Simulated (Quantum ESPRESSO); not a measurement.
# InYHfO4F2: convergence and cost over cutoff and k mesh

Simulated, not a measurement. The program is pw.x of Quantum ESPRESSO 7.5 (plane-wave density functional theory). The cell is made up: 9 atoms on a corundum lattice with one site empty, with randomly drawn elements, strain and displacements, not relaxed. PseudoDojo standard norm-conserving files (v0.5 for PBE, v0.4.1 for LDA and PBEsol) set the functional; there is no spin polarisation, spin-orbit coupling or dispersion term, and the masses in the input are unused placeholders.

The hafnium pseudopotential is less sure than the others, with forces about 3 percent (worst 6) and pressure in oxides about 1.5 GPa (worst 2.7) from a second method in checks, which no rerun with the same files tests.

Input of the run in row 4:

```
&control calculation='scf', pseudo_dir='./dojo.nc.sr.pbe.v0_5.standard.upf', outdir='./o', disk_io='low', tprnfor=.true., tstress=.true. /
&system ibrav=0, nat=9, ntyp=5, nbnd=43, ecutwfc=84.00895049, nosym=.true., tot_charge=0,
 occupations='smearing', smearing='fd', degauss=0.0018374661
/
&electrons conv_thr=7.350e-09, electron_maxstep=60, /
ATOMIC_SPECIES
F 1.0 F.upf
Hf 1.0 Hf.upf
In 1.0 In.upf
O 1.0 O.upf
Y 1.0 Y.upf
CELL_PARAMETERS angstrom
2.7628 1.6186 4.8706
-2.7265 1.63 4.8463
0.028 -3.1675 4.8319
ATOMIC_POSITIONS angstrom
In 0.0206 0.0082 5.1225
Y -0.0121 0.0276 2.1587
Hf 0.0276 0.0314 9.4311
O -1.0662 1.6637 8.492
O -0.8202 -1.6583 8.4313
F 1.964 0.218 8.5141
F 1.1055 -1.6049 6.0245
O 0.8605 1.7543 6.0883
O -1.8473 -0.094 6.064
K_POINTS automatic
5 5 5 1 1 1
```

The same cell was run at these settings. Meshes are shifted by half a step, and differences are from the last row, which is itself not exact.

```
cutoff (eV)     k mesh  k points solved  threshold (eV)  free energy less the last row's (eV)  pressure (GPa)  largest stress difference (GPa)  largest force difference (eV/Å)  iterations  wall time (s)  k-point pools                  processor
        800  2 x 2 x 2                4           1e-04                                 1.116           -9.34                            10.63                            0.023          11             15              4  Intel Xeon, 2023 or later
       1143  1 x 1 x 1                1           1e-07                                -0.945           -0.48                             2.89                            0.392          14             25              4  Intel Xeon, 2023 or later
        771  5 x 5 x 5               63           1e-07                                 1.674          -13.38                            14.68                            0.027          14            108              4  Intel Xeon, 2023 or later
       1143  5 x 5 x 5               63           1e-07                                 0.003            1.18                             0.02                            0.000          14            195              4  Intel Xeon, 2023 or later
       1437  7 x 7 x 7              172           1e-07                                 0.000            1.20                             0.00                            0.000          14            389              4      AMD EPYC, Zen 5 class
```

Each pool is one process. Wall times include start-up and a band step at six k points, which weighs most on the coarsest meshes. The runs were on shared virtual cores whose load varied, so times are rough.